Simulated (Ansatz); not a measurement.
Rh (fcc, Cu type)

```
CELL_PARAMETERS angstrom
      0.00000     1.91513     1.91513
      1.91513     0.00000     1.91513
      1.91513     1.91513     0.00000
ATOMIC_POSITIONS crystal
  Rh 0.00000 0.00000 0.00000
```

The slice is a {111} plane (indices of the conventional cell) through the point (0.000, 0.000, 0.000) (fractional), spanned by u = [100] and v = [-1 2 0] in vectors of this cell: u (2.71 Å) and v (4.69 Å, at 90° to u). It covers one period; positions are fractions (u, v).

Method: PBE (plane waves to 420 eV, PAW, scalar-relativistic; Ansatz, a quantum-chemistry and plane-wave program). k mesh 21×21×21. Inside the PAW spheres the values are not all-electron values, and peaks at nuclei hang on which shells count as valence. Rh is run without spin polarisation. Rh was relaxed with its symmetry unable to fall. The PAW data are Ansatz's earlier set.

Three fields on this plane, each scaled to ten steps between its own extremes (0 low, 9 high; the total valence density on a logarithmic scale, the potential cut 8 eV below its top; x marks points blanked near nuclei; v = 0 in the bottom row):

Map A
```
|xxxxxx393xxxxx|
|xxxxx42824xxxx|
|xxxxx04840xxxx|
|xxxx2279722xxx|
|xx54687678645x|
|01599510159951|
|678645xxx54687|
|9722xxxxxxx227|
|840xxxxxxxxx04|
|824xxxxxxxxx42|
|93xxxxxxxxxxx3|
|94xxxxxxxxxxx4|
|93xxxxxxxxxxx3|
|824xxxxxxxxx42|
|840xxxxxxxxx04|
|9722xxxxxxx227|
|678645xxx54687|
|01599510159951|
|xx54687678645x|
|xxxx2279722xxx|
|xxxxx04840xxxx|
|xxxxx42824xxxx|
|xxxxxx393xxxxx|
|xxxxxx494xxxxx|
```

Map B
```
|xxxxxx575xxxxx|
|xxxxx06860xxxx|
|xxxxx48984xxxx|
|xxxx2799972xxx|
|xx03688988640x|
|55666655566665|
|988630xxx04688|
|9972xxxxxxx279|
|984xxxxxxxxx48|
|860xxxxxxxxx06|
|75xxxxxxxxxxx5|
|74xxxxxxxxxxx4|
|75xxxxxxxxxxx5|
|860xxxxxxxxx06|
|984xxxxxxxxx48|
|9972xxxxxxx279|
|988640xxx03688|
|55666655566665|
|xx04688988630x|
|xxxx2799972xxx|
|xxxxx48984xxxx|
|xxxxx06860xxxx|
|xxxxxx575xxxxx|
|xxxxxx474xxxxx|
```

Map C
```
|xxxxxx535xxxxx|
|xxxxx93239xxxx|
|xxxxx62026xxxx|
|xxxx7310137xxx|
|xx97421112479x|
|54344345434434|
|112479xxx97421|
|0137xxxxxxx731|
|026xxxxxxxxx62|
|239xxxxxxxxx93|
|35xxxxxxxxxxx5|
|46xxxxxxxxxxx6|
|35xxxxxxxxxxx5|
|239xxxxxxxxx93|
|026xxxxxxxxx62|
|0137xxxxxxx731|
|112479xxx97421|
|54344345434434|
|xx97421112479x|
|xxxx7310137xxx|
|xxxxx62026xxxx|
|xxxxx93239xxxx|
|xxxxxx535xxxxx|
|xxxxxx646xxxxx|
```

**Question.** Assign the maps to these fields: electron localisation function (ELF); valence electron density; electrostatic potential energy of an electron, from the cell's mean.

**Answer.** A is the electron localisation function (ELF); B is the electrostatic potential energy of an electron, from the cell's mean; C is the valence electron density.
